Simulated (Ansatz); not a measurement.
Cu₃Au:
```
CELL_PARAMETERS angstrom
      3.78084     0.00000     0.00000
      0.00000     3.78084     0.00000
      0.00000     0.00000     3.78084
ATOMIC_POSITIONS crystal
  Cu 0.00000 0.50000 0.50000
  Cu 0.50000 0.50000 0.00000
  Cu 0.50000 0.00000 0.50000
  Au 0.00000 0.00000 0.00000
```

Relaxed with PBE. Special points in fractions of this cell's reciprocal vectors: Γ (0.000, 0.000, 0.000); X (0.000, 0.500, 0.000); M (0.500, 0.500, 0.000); R (0.500, 0.500, 0.500).

Problem. List the band energies nearest the Fermi level at these points for DFT-PBE in the program Ansatz with PAW potentials.

Solution. In eV from the Fermi level; about four levels below and three above (degenerate sets whole), none deeper than 8.9 eV; … stands for higher levels left out; points with the same levels are listed once.

| k | below | above |
|---|---|---|
| Γ | -1.50 -1.50 -1.50 -1.38 -1.38 -1.38 | 1.24 1.24 1.24 |
| X | -1.96 -1.88 -1.50 -1.38 | 5.68 5.68 6.41 6.41 |
| M | -2.09 -0.52 -0.52 -0.44 | 0.28 8.40 9.28 9.28 |
| R | -1.04 -1.01 -1.01 -1.01 | 2.36 … |

Space group Pm-3m (Cu3Au type). The cell was relaxed with PBE under the symmetry of its start; of distortions, only those at the zone centre were tested. The run is not spin-polarised. Spin–orbit coupling is left out wherever it is not named.

Potentials: the later of the program's two PAW sets.
